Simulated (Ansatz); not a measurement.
Here is the system:

GaAs:
```
GaAs
1.0
    6.95981     0.00000     0.00000
    0.00000     6.95981     0.00000
    0.00000     0.00000     6.95981
Ga As
8 8
Direct
  0.34271   0.34271   0.34271
  0.65729   0.65729   0.65729
  0.15729   0.65729   0.84271
  0.84271   0.34271   0.15729
  0.84271   0.15729   0.65729
  0.15729   0.84271   0.34271
  0.65729   0.84271   0.15729
  0.34271   0.15729   0.84271
  0.14259   0.14259   0.14259
  0.85741   0.85741   0.85741
  0.35741   0.85741   0.64259
  0.64259   0.14259   0.35741
  0.64259   0.35741   0.85741
  0.35741   0.64259   0.14259
  0.85741   0.64259   0.35741
  0.14259   0.35741   0.64259
```

This is the r²SCAN-relaxed structure.

Question: All from r²SCAN in the plane-wave PAW code Ansatz, unless another level is named. Give the Poisson's ratio.

Answer: 0.20.

Question: Next, the elastic constants (relaxed ions, GPa)?

Answer: C11 = 136, C12 = 34.0, C44 = 52.1.

Space group Pa-3. The first step of the workflow began from a Materials Project structure, measured or hypothetical; the Crystallography Open Database copy checked does not list it. It is not the phase usual at ambient conditions (space group No. 216). The r²SCAN relaxation kept the symmetry of its start; whether a distortion lowers the energy is not shown. As this level gives no gap, shear constants depend on the k-mesh and smearing (Fermi–Dirac, 0.1 eV here).

Potentials: the earlier of the program's two PAW sets.
